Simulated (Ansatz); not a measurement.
## C: checking a database structure before trusting its electric field gradients

The cell is an entry of the Crystallography Open Database (COD; perhaps a calculated or model structure), atoms as given.

```cif
data_C
_symmetry_space_group_name_H-M 'P6_3/mmc'
_symmetry_Int_Tables_number 194
_cell_length_a 2.5221
_cell_length_b 2.5221
_cell_length_c 12.3557
_cell_angle_alpha 90.000
_cell_angle_beta 90.000
_cell_angle_gamma 120.000
loop_
_atom_site_label
_atom_site_type_symbol
_atom_site_symmetry_multiplicity
_atom_site_Wyckoff_symbol
_atom_site_fract_x
_atom_site_fract_y
_atom_site_fract_z
C1 C 4 e 0.0000 0.0000 0.1875
C5 C 4 f 0.3333 0.6667 0.5208
C9 C 4 f 0.3333 0.6667 0.6458
```

One atom of each set is listed.

Method: Kohn–Sham DFT in Ansatz, PBE, plane waves and PAW, scalar-relativistic, 420 eV cutoff, Γ-centred 14×14×3 k-points, Fermi–Dirac smearing 0.05 eV.

Task: Do the atoms and the cell lie near the calculated equilibrium?

Result: Nearly. The largest force is 0.33 eV/Å, on atom 1 (C: 4 C at 1.54 Å), and the pressure is 2.1 GPa. Relaxing the atoms is still advisable, since electric field gradients respond to shifts of a few hundredths of an ångström.
